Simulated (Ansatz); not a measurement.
Ba2ZnN2:
```yaml
crystal:
  lattice:
    - [-2.06216, 2.06216, 6.39737]
    - [2.06216, -2.06216, 6.39737]
    - [2.06216, 2.06216, -6.39737]
  atoms:
    - { symbol: Ba, position: [0.65547, 0.65547, 0.00000] }
    - { symbol: Ba, position: [0.34453, 0.34453, 0.00000] }
    - { symbol: Zn, position: [0.00000, 0.00000, 0.00000] }
    - { symbol: N, position: [0.85807, 0.85807, 0.00000] }
    - { symbol: N, position: [0.14193, 0.14193, 0.00000] }
```

Relaxed with PBEsol. Independent-particle spectrum: no excitons, no local fields, no scissors shift; 0.1 eV broadening; ε₁ of the summed bands alone.

Q: Tabulate the dielectric function from DFT-PBEsol in the program Ansatz with PAW potentials.

A: 

```csv
E (eV),ε₁ xx,ε₂ xx,ε₁ zz,ε₂ zz
0.0,6.40,0.00,12.71,0.00
0.4,6.48,0.00,13.70,0.00
0.8,6.80,0.00,15.93,7.15
1.2,7.89,0.93,9.86,6.79
1.6,7.70,1.57,8.86,5.40
2.0,6.97,2.59,9.34,4.82
2.4,6.19,2.79,10.85,5.46
2.8,5.76,2.48,16.41,8.20
3.2,6.29,2.19,-9.77,23.00
3.6,7.36,3.62,-3.74,3.39
4.0,5.64,4.51,1.19,2.30
4.4,5.70,4.87,3.94,2.88
4.8,4.30,5.58,4.99,7.65
5.2,4.36,4.95,0.55,7.94
5.6,3.60,5.87,0.26,4.29
6.0,3.94,7.57,1.12,4.11
6.4,0.63,6.38,1.08,5.51
6.8,0.34,5.88,-0.15,4.81
7.2,-0.06,4.15,-0.57,3.42
7.6,-0.01,3.91,-0.35,3.51
8.0,0.28,3.70,-0.48,3.37
8.4,-0.15,3.55,-0.06,2.64
8.8,-0.55,2.73,0.34,2.19
9.2,-0.42,2.40,-0.13,1.65
9.6,-0.28,1.82,1.29,1.86
10.0,-0.18,1.75,0.74,3.07
10.4,-0.25,1.21,-0.20,2.09
10.8,0.33,0.74,-0.21,1.42
11.2,0.54,0.83,0.45,0.73
11.6,0.98,0.74,1.57,0.87
12.0,1.26,0.91,0.88,2.00
```

With all bands, ε∞ without local fields is 6.49 (xx = yy), 12.8 (zz). DFPT, with local fields, gives 6.03 (xx = yy), 10.8 (zz).

Space group I4/mmm. The first step of the workflow began from a Materials Project structure, measured or hypothetical; the Crystallography Open Database files this formula in space group No. 139, but the cells were not matched. Whether it is the stable phase at ambient conditions was not checked. Symmetry was held in the PBEsol relaxation; whether a distortion lowers the energy is not shown. Spin–orbit coupling is left out wherever it is not named.

Potentials: the later of the program's two PAW sets.
